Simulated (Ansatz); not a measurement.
YB3C3:
Space group Pm-3n (No. 223); a = 4.8013 Å, b = 4.8013 Å, c = 4.8013 Å, α = 90.00°, β = 90.00°, γ = 90.00°

| atom | site | symmetry | x | y | z |
|---|---|---|---|---|---|
| Y | 2a | m-3. | 0.0000 | 0.0000 | 0.0000 |
| B | 6d | -4m.2 | 0.0000 | 0.2500 | 0.5000 |
| C | 6c | -4m.2 | 0.0000 | 0.5000 | 0.2500 |

Relaxed with r²SCAN.

### Question
Tabulate the valence density and the electron localisation function along the shortest Y–B contact (2.68 Å), plane-wave PAW r²SCAN (Ansatz code).

### Answer


```tsv
distance from Y (Å)	density (e/Å³)	ELF
0.27	3.27	0.62
0.40	3.50	0.79
0.54	3.07	0.86
0.67	2.22	0.86
0.81	1.35	0.81
0.94	0.72	0.60
1.07	0.38	0.26
1.21	0.23	0.09
1.34	0.18	0.07
1.48	0.19	0.12
1.61	0.23	0.24
1.74	0.30	0.34
1.88	0.39	0.40
2.01	0.49	0.37
2.15	0.58	0.27
2.28	0.61	0.13
2.42	0.53	0.03
```

The density is the valence pseudo-density with augmentation charge, so density and ELF within about 1 Å of a nucleus are not all-electron values.

The start of the workflow was typed in or built on a structure type; neither database checked (COD, Materials Project) lists it. Whether it is the stable phase at ambient conditions was not checked. The r²SCAN relaxation kept the symmetry of its start; its stability against distortions is not shown here. No spin polarisation was allowed.

Potentials: the earlier of the program's two PAW sets.
